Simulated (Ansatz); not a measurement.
Ti2O:
```yaml
crystal:
  lattice:
    - [2.95260, 0.00000, 0.00000]
    - [-1.47630, 2.55702, 0.00000]
    - [0.00000, 0.00000, 4.81180]
  atoms:
    - { symbol: Ti, position: [0.33333, 0.66667, 0.73122] }
    - { symbol: Ti, position: [0.66667, 0.33333, 0.26878] }
    - { symbol: O, position: [0.00000, 0.00000, 0.00000] }
```

Relaxed with r²SCAN. Special points in fractions of this cell's reciprocal vectors: Γ (0.000, 0.000, 0.000); M (0.500, 0.000, 0.000); K (0.333, 0.333, 0.000); A (0.000, 0.000, 0.500); L (0.500, 0.000, 0.500); H (0.333, 0.333, 0.500).

List the band energies nearest the Fermi level at these points for r²SCAN (plane waves, PAW; program Ansatz).

In eV from the Fermi level; about four levels below and three above (degenerate sets whole), none deeper than 8.9 eV; points with the same levels are listed once.

```tsv
k	below	above
Γ	-6.41 -6.41 -4.15 -0.36	0.20 0.57 0.57
M	-6.87 -2.72 -1.55 -0.74	1.14 1.82 2.90
K	-7.24 -1.94 -1.40 -1.40	1.59 1.59 2.23
A	-6.47 -6.47 -2.22 -1.91	0.18 0.18 1.17
L	-1.77 -1.51 -0.61 -0.53	1.04 2.84 3.01 3.01
H	-7.32 -1.53 -1.00 -1.00	1.25 1.25 1.50
```

Space group P-3m1 (anti-CdI2 type). The first step of the workflow began from a Materials Project structure, measured or hypothetical; the Crystallography Open Database files this formula in space group No. 164, but the cells were not matched. Whether it is the stable phase at ambient conditions was not checked. The cell was relaxed with r²SCAN under the symmetry of its start; its stability against distortions is not shown here. No spin polarisation was allowed. Without spin polarisation and U, an open-shell compound can come out a false metal.

Potentials: the earlier of the program's two PAW sets.
